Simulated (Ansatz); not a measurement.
The end point of a relaxation of Al2CdS4. Space group Fd-3m (No. 227), spinel type. Calculation: r2SCAN (plane waves to 500 eV, PAW, scalar-relativistic; Ansatz, a first-principles code).

```cif
data_Al16Cd8S32
_chemical_formula_sum 'Al16 Cd8 S32'
_space_group_name_H-M_alt 'Fd-3m :1'
_space_group_IT_number 227
_space_group_name_Hall 'F 4d 2 3 -1d'
_cell_length_a 10.29991
_cell_length_b 10.29991
_cell_length_c 10.29991
_cell_angle_alpha 90.000
_cell_angle_beta 90.000
_cell_angle_gamma 90.000
loop_
_atom_site_label
_atom_site_type_symbol
_atom_site_symmetry_multiplicity
_atom_site_Wyckoff_symbol
_atom_site_fract_x
_atom_site_fract_y
_atom_site_fract_z
_atom_site_occupancy
Al1 Al 16 d 0.62500 0.62500 0.62500 1
Cd1 Cd 8 a 0.00000 0.00000 0.00000 1
S1 S 32 e 0.38934 0.38934 0.38934 1
```
(The calculation used a cell of 14 atoms; values per cell refer to that cell.)

**Question.** Give the band gap at the level r2SCAN.

**Answer.** 3.02 eV, direct at Γ (no spin-orbit coupling).

No spin polarisation in the result.

The run could not lose the symmetry of its start.

The first start was generated by placing the elements on the sites of a structure type. Materials Project lists a structure of Al2CdS4 in the same space group, Fd-3m (No. 227); the sites were not compared with it, nor with measured phases. Known forms of Al2CdS4 include space group No. 82.
